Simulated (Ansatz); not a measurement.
Input, command and steps of an Ansatz relaxation.

```yaml
crystal:
  lattice:
    - [-3.68954928, 3.68954928, -3.68954928]
    - [3.68954928, 3.68954928, 3.68954928]
    - [3.68954928, -3.68954928, -3.68954928]
  atoms:
    - { symbol: Co, position: [0.2488323882, 0.9985519806, 0.7483381271], spin: 3.0 }
    - { symbol: Co, position: [0.9946410048, 0.2468263358, 0.7485511584], spin: 3.0 }
    - { symbol: Co, position: [0.7470392343, 0.4993319147, 0.7478600515], spin: 3.0 }
    - { symbol: Co, position: [0.5041446543, 0.7542303407, 0.7551871005], spin: 3.0 }
    - { symbol: Co, position: [0.9983449168, 0.4981521781, 0.5000781882], spin: 3.0 }
    - { symbol: Co, position: [0.2471340783, 0.4975886933, 0.2435921525], spin: 3.0 }
    - { symbol: Co, position: [0.0077600565, 0.759842654, 0.252447182], spin: 3.0 }
    - { symbol: Co, position: [0.2555770569, 0.7538717975, 0.0002087425], spin: 3.0 }
    - { symbol: Cu, position: [0.4961594402, 0.2453338682, 0.2469529821] }
    - { symbol: Ru, position: [0.7539211541, 0.0026129149, 0.2478099516] }
    - { symbol: Rh, position: [0.4894767566, 0.9929365848, 0.4958404319] }
    - { symbol: Rh, position: [0.001513208, 0.9998560402, 0.0039851522] }
    - { symbol: Rh, position: [0.7470377341, 0.2439624576, 0.9912194953] }
    - { symbol: Pd, position: [0.2455566595, 0.2412650322, 0.4978366549] }
    - { symbol: Pd, position: [0.7545983752, 0.7537366003, 0.5041499733] }
    - { symbol: Pd, position: [0.4927520893, 0.4911113814, 0.9960139332] }
  symmetry: { detect: false }
basis:
  ecutwfc: 420
kpoints:
  mp_grid: { grid: [3, 3, 3], shift: [0.0, 0.0, 0.0] }
hamiltonian:
  xc: pbe
scf:
  occupations: { method: gaussian, width: 0.1 }
  lower_state_search: "off"
output:
  forces: true
  stress: true
  eigenvalues: true
  populations: true
magnetization:
  spin_polarized: true
relax:
  adjacent_minimum: "off"
  f_tol: 0.04
  max_steps: 50
  cell: { stress_tol: 0.3 }
```

```bash
ansatz run input.yaml --threads 4 --pin off --max-ram 9216MiB --backend cpu --events-out ev --progress --plain --runs-dir out
```

These are results of Ansatz, DFT PBE, scalar-relativistic, plane waves, PAW, not measurements.

Of 6 frames 6 are shown, positions in Å and forces in eV/Å; the SCF threshold varies from step to step. Steps run on the plane waves of an earlier cell, with a Pulay correction in the pressure. The basis is chosen afresh for the last frame, the zero of the energies, and at times for earlier ones too; energy and pressure can step there, also at an unchanged geometry. Where two frames share a geometry here, they differ by under 2 meV/atom and 0.3 GPa.

```xyz
16
Lattice="-3.6895 3.6895 -3.6895 3.6895 3.6895 3.6895 3.6895 -3.6895 -3.6895" Properties=species:S:1:pos:R:3:forces:R:3 pbc="T T T" step=1 free_energy_over_end_meV_per_atom=34.87 pressure_GPa=4.45
Co    5.5272    1.8413    0.0051   -0.5261   -0.7339   -0.4025
Co    0.0027    1.8186   -5.5209    0.6038    0.4549    0.2358
Co    1.8453    1.8393   -3.6732   -0.2076    0.5519   -0.6657
Co    3.7090    1.8565   -1.8636    0.0251   -0.4358    0.5958
Co   -0.0004    3.6763   -3.6905    0.2527    0.2918   -0.2740
Co    1.8228    1.8489    0.0253    0.6541   -0.2172    0.4935
Co    3.7063    1.9007    1.8434   -0.9006   -0.7223   -0.3150
Co    1.8393    3.7236    1.8377   -0.3368   -0.4184    0.4628
Cu   -0.0143    1.8246   -1.8366   -0.0253    0.1667   -0.1936
Ru   -1.8577    1.8770   -3.6863    0.5537   -0.4699    0.7273
Rh    3.6870    3.6400    0.0281   -0.6184    0.1928   -0.2363
Rh    3.6981    3.6799    3.6687   -0.8558    0.1870    0.0721
Rh    1.8010   -0.0008   -5.5133    0.4898    0.3597   -0.4777
Pd    1.8210   -0.0406   -1.8526    0.9594    0.8702    0.1611
Pd    1.8569    3.7050   -1.8633   -0.4817   -0.3532   -0.3894
Pd    3.6688   -0.0448   -3.6809    0.4140    0.2757    0.2057
16
Lattice="-3.7152 3.6924 -3.7362 3.7076 3.6801 3.7316 3.7187 -3.6878 -3.7351" Properties=species:S:1:pos:R:3:forces:R:3 pbc="T T T" step=2 free_energy_over_end_meV_per_atom=10.68 pressure_GPa=-0.20
Co    5.5312    1.8156   -0.0146   -0.3489   -0.3800   -0.2581
Co    0.0232    1.8389   -5.5879    0.3806    0.1879    0.2607
Co    1.8457    1.8609   -3.7615   -0.1493    0.2443   -0.4905
Co    3.7334    1.8403   -1.8637    0.1790   -0.1701    0.4051
Co    0.0090    3.6841   -3.7571    0.1223    0.2231   -0.1811
Co    1.8633    1.8321    0.0532    0.4142   -0.1074    0.2776
Co    3.7020    1.8722    1.8507   -0.4953   -0.2888   -0.1855
Co    1.8333    3.6933    1.8841   -0.1875   -0.2682    0.2490
Cu   -0.0128    1.8301   -1.8611   -0.0427    0.0264   -0.0759
Ru   -1.8461    1.8609   -3.6971    0.2386   -0.0350    0.1606
Rh    3.6784    3.6442    0.0148   -0.1085    0.1204   -0.1538
Rh    3.6796    3.6724    3.7130   -0.1776    0.0055   -0.0142
Rh    1.8393    0.0138   -5.6062    0.1242    0.1539   -0.1294
Pd    1.8682   -0.0049   -1.8701    0.1481    0.2464    0.1615
Pd    1.8355    3.6801   -1.9139   -0.1246   -0.0651   -0.0247
Pd    3.7197   -0.0362   -3.7143    0.0273    0.1066   -0.0014
16
Lattice="-3.7099 3.6593 -3.7439 3.7087 3.6530 3.7389 3.7100 -3.6543 -3.7389" Properties=species:S:1:pos:R:3:forces:R:3 pbc="T T T" step=3 free_energy_over_end_meV_per_atom=1.44 pressure_GPa=1.34
Co    5.4782    1.7676   -0.0413   -0.0266   -0.0273   -0.0754
Co    0.0662    1.8526   -5.5696    0.0227   -0.0378    0.1363
Co    1.8213    1.8829   -3.8332   -0.0140   -0.0398   -0.0638
Co    3.7555    1.8049   -1.8128    0.1342    0.0443    0.0924
Co    0.0251    3.6833   -3.7873   -0.0714    0.0318    0.0156
Co    1.9141    1.8084    0.0906    0.0109    0.0252   -0.0887
Co    3.6503    1.8378    1.8313   -0.0241    0.0137    0.0257
Co    1.8176    3.6288    1.9138   -0.0006   -0.0370   -0.0830
Cu   -0.0124    1.8187   -1.8663   -0.0343   -0.0407    0.0246
Ru   -1.8244    1.8400   -3.6864    0.0195    0.0547   -0.0849
Rh    3.6694    3.6372    0.0037    0.1178    0.0669   -0.0536
Rh    3.6647    3.6413    3.7263    0.0846    0.0273   -0.0171
Rh    1.8507    0.0215   -5.6288   -0.0951   -0.0769    0.0942
Pd    1.8715    0.0181   -1.8662   -0.1338   -0.0471    0.0576
Pd    1.8225    3.6414   -1.9202    0.0406    0.0066    0.0781
Pd    3.7150   -0.0263   -3.7115   -0.0306    0.0362   -0.0581
16
Lattice="-3.7261 3.6559 -3.7588 3.7299 3.6543 3.7534 3.7184 -3.6505 -3.7458" Properties=species:S:1:pos:R:3:forces:R:3 pbc="T T T" step=4 free_energy_over_end_meV_per_atom=0.40 pressure_GPa=0.09
Co    5.4960    1.7634   -0.0441    0.0010   -0.0178   -0.0322
Co    0.0670    1.8552   -5.5710   -0.0010   -0.0141    0.0676
Co    1.8238    1.8853   -3.8498    0.0098    0.0073   -0.0333
Co    3.7845    1.8038   -1.8026    0.0444    0.0196    0.0285
Co    0.0156    3.6885   -3.7938   -0.0268    0.0042    0.0106
Co    1.9282    1.8116    0.0872   -0.0079    0.0088   -0.0415
Co    3.6608    1.8389    1.8404    0.0108    0.0207    0.0296
Co    1.8319    3.6222    1.9099   -0.0066   -0.0248   -0.0355
Cu   -0.0177    1.8169   -1.8727   -0.0242   -0.0100    0.0149
Ru   -1.8320    1.8415   -3.7027   -0.0004    0.0021   -0.0362
Rh    3.6958    3.6442    0.0036    0.0296    0.0324   -0.0152
Rh    3.6891    3.6437    3.7414    0.0293    0.0142    0.0134
Rh    1.8466    0.0201   -5.6394   -0.0425   -0.0404    0.0266
Pd    1.8698    0.0179   -1.8662   -0.0356   -0.0248   -0.0232
Pd    1.8332    3.6411   -1.9218    0.0277   -0.0060    0.0539
Pd    3.7211   -0.0224   -3.7192   -0.0079    0.0286   -0.0279
16
Lattice="-3.7361 3.6452 -3.7674 3.7402 3.6426 3.7607 3.7239 -3.6385 -3.7485" Properties=species:S:1:pos:R:3:forces:R:3 pbc="T T T" step=5 free_energy_over_end_meV_per_atom=0.21 pressure_GPa=0.04
Co    5.5053    1.7487   -0.0526    0.0018    0.0042    0.0181
Co    0.0645    1.8555   -5.5610   -0.0056   -0.0124   -0.0165
Co    1.8302    1.8857   -3.8602    0.0008    0.0058   -0.0060
Co    3.7984    1.7976   -1.7963   -0.0010   -0.0120   -0.0095
Co    0.0069    3.6789   -3.7949   -0.0116    0.0132    0.0020
Co    1.9365    1.8048    0.0813   -0.0067   -0.0023    0.0026
Co    3.6708    1.8358    1.8568   -0.0094    0.0052   -0.0237
Co    1.8362    3.5993    1.9036    0.0111    0.0164   -0.0014
Cu   -0.0270    1.8117   -1.8762    0.0065   -0.0092   -0.0077
Ru   -1.8404    1.8399   -3.7171    0.0151   -0.0144    0.0178
Rh    3.7059    3.6368    0.0044    0.0122   -0.0004    0.0049
Rh    3.7057    3.6383    3.7524   -0.0127    0.0200   -0.0015
Rh    1.8425    0.0192   -5.6424   -0.0058    0.0095   -0.0035
Pd    1.8689    0.0169   -1.8770   -0.0001    0.0006    0.0163
Pd    1.8397    3.6283   -1.9209    0.0119   -0.0094   -0.0007
Pd    3.7258   -0.0204   -3.7260   -0.0065   -0.0147    0.0085
16
Lattice="-3.7361 3.6452 -3.7674 3.7402 3.6426 3.7607 3.7239 -3.6385 -3.7485" Properties=species:S:1:pos:R:3:forces:R:3 pbc="T T T" step=6 free_energy_over_end_meV_per_atom=0.00 pressure_GPa=0.05
Co    5.5053    1.7487   -0.0526    0.0019    0.0042    0.0183
Co    0.0645    1.8555   -5.5610   -0.0057   -0.0124   -0.0165
Co    1.8302    1.8857   -3.8602    0.0009    0.0058   -0.0059
Co    3.7984    1.7976   -1.7963   -0.0010   -0.0119   -0.0096
Co    0.0069    3.6789   -3.7949   -0.0116    0.0133    0.0020
Co    1.9365    1.8048    0.0813   -0.0068   -0.0023    0.0026
Co    3.6708    1.8358    1.8568   -0.0093    0.0053   -0.0236
Co    1.8362    3.5993    1.9036    0.0110    0.0163   -0.0014
Cu   -0.0270    1.8117   -1.8762    0.0064   -0.0092   -0.0078
Ru   -1.8404    1.8399   -3.7171    0.0151   -0.0143    0.0179
Rh    3.7059    3.6368    0.0044    0.0124   -0.0004    0.0048
Rh    3.7057    3.6383    3.7524   -0.0127    0.0200   -0.0014
Rh    1.8425    0.0192   -5.6424   -0.0059    0.0093   -0.0034
Pd    1.8689    0.0169   -1.8770   -0.0002    0.0005    0.0163
Pd    1.8397    3.6283   -1.9209    0.0120   -0.0094   -0.0007
Pd    3.7258   -0.0204   -3.7260   -0.0065   -0.0147    0.0085
```

It took 6.2 min on 4 threads of Intel(R) Xeon(R) Platinum 8259CL CPU @ 2.50GHz (Skylake/Cascade Lake) (shared host), peak memory 1.7 GiB.

The k mesh is coarse.